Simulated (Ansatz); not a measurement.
An Ansatz input:

```yaml
crystal:
  lattice:
    - [6.1330711348, 0.0, 0.0]
    - [0.0, 6.1330711348, 0.0]
    - [0.0, 0.0, 6.1330711348]
  atoms:
    - { symbol: Te, position: [0.0, 0.0, 0.0] }
    - { symbol: Te, position: [0.5, 0.5, 0.5] }
    - { symbol: Te, position: [0.25, 0.0, 0.5] }
    - { symbol: Te, position: [0.75, 0.0, 0.5] }
    - { symbol: Te, position: [0.5, 0.25, 0.0] }
    - { symbol: Te, position: [0.5, 0.75, 0.0] }
    - { symbol: Te, position: [0.0, 0.5, 0.25] }
    - { symbol: Te, position: [0.0, 0.5, 0.75] }
hamiltonian:
  xc: lda
  pseudopotentials:
    kind: paw
    azcp:
      Te: "pseudopotentials/Te.paw.azcp"
basis:
  ecutwfc: 420
  fft_grid_basis: typed
kpoints:
  mp_grid: { grid: [4, 4, 4], shift: [0, 0, 0] }
magnetization:
  spin_polarized: false
scf:
  occupations: { method: fermi_dirac, width: 0.1 }
relax:
  max_steps: 60
  f_tol: 0.01
  cell: {}
```

Output

```
Warning: the record states the generating functional pbe (its physics header spells it `PBE`), which answers neither for hamiltonian.xc's functional nor for the lda family's — results may be inconsistent (PPs are generated against a specific XC)
Engine: ansatz 0.2.0, x86_64-unknown-linux-gnu
Pseudopotentials: kind: paw
Pseudopotential: Te, paw, valence charge 16, recommended cutoff 420 eV (normal) 
Functional definition: SPW92
  exchange = slater_x
  correlation = pw_c
Crystal: 8 atoms, lattice volume = 230.693 Å³
Basis set: ecut = 420 eV, 4553 PW (Γ)
Bands: 77, of which v1, the nominal top of the filled ones, is band 64 counted from 1 (63 counted from 0)
Symmetry: 48 space group operations
Space group: Pm-3n (ITA 223), of the structure as read, at distance tolerance 6.1e-5 Å
k-points: 10 of 64
Non-local potential: Te, projectors of the file, l = 0: 2, l = 1: 2, l = 2: 2, l = 3: 2
PAW form: soft (Blöchl's): semilocal exchange-correlation on the pseudo side does not see the compensation charge
PAW frozen core: Te, regenerated for the run's functional, and the local potential with it (the file was generated under x = pbe(κ = 0.804, μ = 0.2195149727645171), c = pbe(β = 0.06672455060314922))
PAW one-centre angular grid: Te, 590 points (default); XC on 64 Gauss nodes
Initial density: superposition of atomic densities (neutral atoms: chi_scale 0, normalization atom), corrected by the library's trained network
Initial wavefunctions: pseudopotential atomic-orbital guess
Functional: x = slater, c = lda
SCF iter   1: F=—  HF=-54614.402894 eV  |F-HF|=—  |Δ(HF+E_count)|=         —  Δρ=4.93e-3  dr2=2.64e-2  ethr=1.77e-3  ⟨swp⟩=8.7  Hψ=3186  notcnv=0  defer=9
SCF iter   2: F=—  HF=-54614.386540 eV  |F-HF|=—  |Δ(HF+E_count)|=   1.64e-2  Δρ=2.71e-3  dr2=9.20e-3  ethr=2.06e-5  ⟨swp⟩=2.0  Hψ=1090  notcnv=0  defer=11
SCF iter   3: F=—  HF=-54614.382617 eV  |F-HF|=—  |Δ(HF+E_count)|=   3.92e-3  Δρ=4.38e-4  dr2=7.26e-4  ethr=7.18e-6  ⟨swp⟩=2.4  Hψ=1411  notcnv=0  defer=11
SCF iter   4: F=—  HF=-54614.382316 eV  |F-HF|=—  |Δ(HF+E_count)|=   3.01e-4  Δρ=1.40e-4  dr2=4.30e-5  ethr=5.68e-7  ⟨swp⟩=2.0  Hψ=1412  notcnv=0  defer=11
SCF iter   5: F=—  HF=-54614.382223 eV  |F-HF|=—  |Δ(HF+E_count)|=   9.22e-5  Δρ=4.55e-5  dr2=2.44e-6  ethr=3.36e-8  ⟨swp⟩=2.0  Hψ=1310  notcnv=0  defer=11
SCF iter   6: F=—  HF=-54614.382222 eV  |F-HF|=—  |Δ(HF+E_count)|=   8.26e-7  Δρ=2.04e-5  dr2=1.08e-6  ethr=1.91e-9  ⟨swp⟩=2.0  Hψ=1433  notcnv=0  defer=11
SCF iter   7: F=-54614.382222 eV  HF=-54614.382222 eV  |F-HF|=1.80e-9  |Δ(HF+E_count)|=   7.77e-7  Δρ=3.17e-6  dr2=2.54e-8  ethr=7.81e-11  ⟨swp⟩=3.2  Hψ=3138  notcnv=0
SCF 1 converged in 7 iterations: F = -54614.382222 eV  dr2 = 2.54e-8
relax step   1: F+E_penalty+E_count = -54614.38222169 eV  Δ(F+E_penalty+E_count) = +0.000e0 eV  max|allowed force component| = 2.891e-18 eV/Å  Δτ_max = 0.0000 Å  P = -3.265 GPa  Ω = 230.693 Å³  (7 SCF iters, dr2 threshold 1.00e-7 eV, accepted)
...
SCF iter   4: F=—  HF=-54614.525810 eV  |F-HF|=—  |Δ(HF+E_count)|=  1.46e-11  Δρ=7.02e-7  dr2=7.79e-10  ethr=2.93e-11  ⟨swp⟩=2.0  Hψ=1007  notcnv=0
SCF iter   5: F=-54614.525810 eV  HF=-54614.525810 eV  |F-HF|=1.46e-11  |Δ(HF+E_count)|=  1.60e-10  Δρ=1.45e-7  dr2=2.52e-11  ethr=1.00e-12  ⟨swp⟩=5.0  Hψ=2576  notcnv=0
SCF 5 converged in 5 iterations: F = -54614.525810 eV  dr2 = 2.52e-11
relax step   5: F+E_penalty+E_count = -54614.52581025 eV  Δ(F+E_penalty+E_count) = +3.608e-3 eV  max|allowed force component| = 6.596e-18 eV/Å  Δτ_max = 0.0000 Å  P = -0.019 GPa  Ω = 217.451 Å³  stress off target by 1.87e-2 GPa  SCF on the basis re-selected at this cell (its energy is not comparable with the rows above)  (5 SCF iters)
basis re-selected at this cell: Δ(F+E_penalty+E_count) = +3.608e-3 eV, ΔP = -0.004 GPa vs the last step (what re-selecting the basis moved, of the pressure what is left beyond the Pulay correction that the steps carried, after the strain that the cell walked since its last selection, with what the two solves' SCF thresholds leave and, on support functions, any second-order correction that the steps lacked; it is no measure of the basis error at this ecutwfc). This SCF's stress stands 1.87e-2 GPa from its target on what of the cell is left free (relax.cell.stress_tol is 5.00e-2 GPa) and its largest allowed force component is 6.60e-18 eV/Å (relax.f_tol is 1.00e-2 eV/Å): within both
SCF converged after 5 iterations
Free energy (F): -54614.525810 eV
Harris-Foulkes:  -54614.525810 eV  (|F-HF|=1.46e-11)
Internal energy: -54614.214030 eV  (E = F + TS)
E sigma→0 (E₀):  -54614.369920 eV
Entropy (-TS):   -0.311780 eV (-38.973 meV/atom)
Fermi energy:    11.596387 eV
--- Per-component energies (eV) ---
  E_band       = -1750.842024
  E_kinetic    = 1458.341905
  E_local      = -7997.419495  (includes V_loc(G=0)·N_el)
  E_nonlocal   = -2440.466391
  E_hartree    = 5563.335193
  E_xc         = -994.435072
  E_vxc        = -843.244358  (∫ρ·V_xc dr)
  E_paw        = -36076.665858  (= ΣΔE_a)
  E_vpaw       = -3054.721689  (= ΣTr[D̂ρ^β])
  E_aug_tail   = -0.001990  (compensation charges beyond the density's cutoff)
  E_ewald      = -14132.331613
  E_core_change = 5.429290  (= ΣΔE_core)
  E_smearing   = -0.311780  (= −TS)
  E_closure    = -0.000000  (closes the sum)
  Σ components = -54614.525810   (vs F -54614.525810, Δ=0.00e0)
--- Forces (eV/Å), atoms counted from 1 ---
  atom   1  Te     0.00000000    -0.00000000     0.00000000
  atom   2  Te     0.00000000    -0.00000000     0.00000000
  atom   3  Te    -0.00000000     0.00000000    -0.00000000
  atom   4  Te     0.00000000    -0.00000000     0.00000000
  atom   5  Te    -0.00000000    -0.00000000    -0.00000000
  atom   6  Te     0.00000000     0.00000000     0.00000000
  atom   7  Te     0.00000000     0.00000000    -0.00000000
  atom   8  Te    -0.00000000    -0.00000000    -0.00000000
  max |Σ_I F_I| component: 1.01e-18 eV/Å
--- Stress (GPa, compression-positive) ---
       -0.018733       0.000000       0.000000
        0.000000      -0.018733      -0.000000
        0.000000      -0.000000      -0.018733
  P = ⅓ Tr σ = -0.0187 GPa (-0.187 kbar)
--- Relaxed structure (4 steps of the walk, 4 accepted, 1 SCFs on fresh bases) ---
  F+E_penalty+E_count = -54614.52581025 eV   max|allowed force component| = 6.596e-18 eV/Å   (the final SCF, on the basis selected at the relaxed cell)
  cell:  # Å, volume = 217.4512 Å³
    - [6.0134074620067235, 1.1555579666323413e-33, -1.79753461476142e-33]
    - [8.987673073807101e-34, 6.0134074620067235, 0.0]
    - [5.1358131850326295e-34, 0.0, 6.013407462006724]
  atoms:
    - { symbol: Te, position: [2.9902277008608063e-35, -2.210483853252355e-34, -4.737955864794405e-36] }
    - { symbol: Te, position: [0.49999999999999994, 0.49999999999999994, 0.49999999999999994] }
    - { symbol: Te, position: [0.24999999999999997, -7.209155067197961e-35, 0.49999999999999994] }
    - { symbol: Te, position: [0.75, 2.7349300790199444e-35, 0.49999999999999994] }
    - { symbol: Te, position: [0.49999999999999994, 0.24999999999999997, -4.697067356791863e-36] }
    - { symbol: Te, position: [0.49999999999999994, 0.75, -4.697067356791863e-36] }
    - { symbol: Te, position: [-1.7589725036342988e-35, 0.49999999999999994, 0.24999999999999997] }
    - { symbol: Te, position: [-1.235599601201778e-35, 0.49999999999999994, 0.75] }
```
